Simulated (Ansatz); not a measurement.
## A plane-wave run on CsCaF$_{4}$

Input file of Ansatz 0.2.0:

```yaml
crystal:
  lattice:
    - [3.856417, 0.0, 0.0]
    - [0.0, 3.856417, 0.0]
    - [0.0, 0.0, 6.647065]
  atoms:
    - { symbol: Cs, position: [0.5, 0.5, 0.5] }
    - { symbol: Ca, position: [0.0, 0.0, 0.0] }
    - { symbol: F, position: [0.5, 0.0, 0.0] }
    - { symbol: F, position: [0.0, 0.5, 0.0] }
    - { symbol: F, position: [0.0, 0.0, 0.277] }
    - { symbol: F, position: [0.0, 0.0, 0.723] }
  symmetry: { tolerance: 0.0003 }
kpoints:
  mp_grid: { grid: [9, 9, 5], shift: [0, 0, 0] }
  band_path:
    path:
      - [0.0, 0.0, 0.0]
      - [0.0, 0.5, 0.0]
      - [0.5, 0.5, 0.0]
      - [0.0, 0.0, 0.0]
      - [0.0, 0.0, 0.5]
      - [0.0, 0.5, 0.5]
      - [0.5, 0.5, 0.5]
      - [0.0, 0.0, 0.5]
      - [0.0, 0.5, 0.0]
      - [0.0, 0.5, 0.5]
      - [0.5, 0.5, 0.0]
    npoints: 6
magnetization:
  spin_polarized: false
scf:
  occupations: { method: fermi_dirac, width: 0.1322 }
  lower_state_search: "off"
  max_iter: 200
hamiltonian:
  pseudopotentials: { kind: paw }
  xc: pbe
basis:
  ecutwfc: 420
  fft_grid_basis: typed
output:
  forces: true
  stress: true
  eigenvalues: true
  bader: true
  populations: true
  elf: true
  write_potential: true
  volumetric_format: npy
  dos:
    e_range: [-12, 8]
    de: 0.05
    projected: { site_lists: { Ca: [Ca], Cs: [Cs], F: [F] } }
checkpoint:
  read: saved_state
```

The saved state is an earlier solution for the same cell, perhaps on another mesh. 

Excerpt of what it printed:

```
Pseudopotentials: kind: paw
Pseudopotential: Cs, paw, valence charge 9, recommended cutoff 420 eV (normal), Cs.paw.azcp
Pseudopotential: Ca, paw, valence charge 10, recommended cutoff 420 eV (normal), Ca.paw.azcp
Pseudopotential: F, paw, valence charge 7, recommended cutoff 420 eV (normal), F.paw.azcp
Functional definition: PBE
  exchange = pbe_x(kappa = kappa, mu = beta*pi^2/3)
  correlation = pbe_c(beta = beta)
Crystal: 6 atoms, lattice volume = 98.855 Å³
Basis set: ecut = 420 eV, 1951 PW (Γ), exchange–correlation on 54×54×90 points (8 copies of the dense FFT grid, shifted against one another)
Bands: 30, of which v1, the nominal top of the filled ones, is band 24 counted from 1 (23 counted from 0)
Symmetry: 16 space group operations
Space group: P4/mmm (ITA 123), of the structure as read, at distance tolerance 1.4e-3 Å
k-points: 45 of 405
Initial density: read from a saved state, or passed on in memory by an earlier SCF of this step, an earlier step, the calling program or the single point that the run made first
Functional: x = pbe(κ = 0.804, μ = 0.2195), c = pbe(β = 0.0667)
SCF iter   1: F=—  Δρ=7.25e-3  dr2=5.37e-2
SCF iter   2: F=—  Δρ=2.13e-3  dr2=1.66e-3
SCF iter   3: F=—  Δρ=7.83e-4  dr2=4.75e-4
SCF iter   4: F=—  Δρ=2.92e-4  dr2=8.04e-5
SCF iter   5: F=—  Δρ=2.48e-4  dr2=4.99e-5
SCF iter   6: F=—  Δρ=1.09e-4  dr2=9.30e-6
SCF iter   7: F=—  Δρ=4.37e-5  dr2=1.40e-6
SCF iter   8: F=—  Δρ=2.82e-5  dr2=6.73e-7
SCF iter   9: F=-10722.5994 eV  Δρ=5.09e-6  dr2=2.10e-8
Free energy (F): -10722.5994 eV
Harris-Foulkes:  -10722.5994 eV  (|F-HF|=1.81e-8)
Internal energy: -10722.3352 eV  (E = F + TS)
E sigma→0 (E₀):  -10722.4673 eV
Entropy (-TS):   -0.2642 eV (-44.034 meV/atom)
Fermi energy:    2.7383 eV
--- Per-component energies (eV) ---
  E_band       = -283.9589
  E_kinetic    = 1268.5534
  E_local      = -4168.5497  (includes V_loc(G=0)·N_el)
  E_nonlocal   = 392.5215
  E_hartree    = 1645.1090
  E_xc         = -636.9971
  E_vxc        = -715.1797  (∫ρ·V_xc dr)
  E_paw        = -6729.1236  (= ΣΔE_a)
  E_vpaw       = -351.5282  (= ΣTr[D̂ρ^β])
  E_aug_tail   = 0.0082  (compensation charges beyond the density's cutoff)
  E_ewald      = -2493.8569
  E_smearing   = -0.2642  (= −TS)
--- Forces (eV/Å), atoms counted from 1 ---
  atom   1  Cs     0.0000     0.0000     0.0000
  atom   2  Ca     0.0000     0.0000     0.0000
  atom   3  F      0.0000     0.0000     0.0000
  atom   4  F      0.0000     0.0000     0.0000
  atom   5  F      0.0000     0.0000     6.0132
  atom   6  F      0.0000     0.0000    -6.0132
--- Stress (GPa, compression-positive) ---
       27.3439       0.0000       0.0000
        0.0000      27.3439       0.0000
        0.0000       0.0000      34.5292
  P = ⅓ Tr σ = 29.7390 GPa (297.390 kbar)
--- Bader charges: 6 sites ---
  site symbol  charge [e]  shift [e]
     0     Cs      0.9192     0.0000
     1     Ca      1.5581     0.0041
     2      F     -0.6093     0.0008
     3      F     -0.6093     0.0008
     4      F     -0.6294     0.0012
     5      F     -0.6294     0.0012
```

Origin: a known structure type with other elements, at an estimated volume, so it need not be a known compound. Caveats: many states at the Fermi level without spin polarisation, so a magnetic state may lie lower; atoms or cell far from equilibrium.
